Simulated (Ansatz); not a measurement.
Ir$_{3}$W:
```
CELL_PARAMETERS angstrom
      5.50760     0.00000     0.00000
     -2.75380     4.76972     0.00000
      0.00000     0.00000     4.39763
ATOMIC_POSITIONS crystal
  W  0.33333 0.66667 0.25000
  W  0.66667 0.33333 0.75000
  Ir 0.83362 0.66724 0.25000
  Ir 0.16638 0.83362 0.75000
  Ir 0.33276 0.16638 0.25000
  Ir 0.16638 0.33276 0.75000
  Ir 0.83362 0.16638 0.25000
  Ir 0.66724 0.83362 0.75000
```

Relaxed with r²SCAN. Special points in fractions of this cell's reciprocal vectors: Γ (0.000, 0.000, 0.000); M (0.500, 0.000, 0.000); K (0.333, 0.333, 0.000); A (0.000, 0.000, 0.500); L (0.500, 0.000, 0.500); H (0.333, 0.333, 0.500).

Task: List the band energies nearest the Fermi level at these points for the program Ansatz at the r²SCAN with spin–orbit coupling level (PAW).

Result: In eV from the Fermi level; about four levels below and three above (degenerate sets whole), none deeper than 8.9 eV; points with the same levels are listed once.

```csv
k,below,above
Γ,-1.83 -1.83 -0.66 -0.66,0.57 0.57 0.93 0.93
M,-0.43 -0.43 -0.41 -0.41,0.25 0.25 0.39 0.39
K,-1.02 -1.02 -0.97 -0.97,0.36 0.36 0.50 0.50
A,-0.29 -0.29 -0.29 -0.29,0.53 0.53 0.53 0.53
L,-0.17 -0.17 -0.17 -0.17,0.67 0.67 0.67 0.67
H,-1.75 -1.75 -1.59 -1.59,0.10 0.10 0.12 0.12
```

Space group P6_3/mmc. The workflow started from an entry of the Crystallography Open Database (COD). Its standing as an ambient phase is unchecked. The cell was relaxed with r²SCAN under the symmetry of its start; its stability against distortions is not shown here. The run is not spin-polarised. The volume moved by 44 % from the start of the relaxation.

Potentials: the later of the program's two PAW sets.
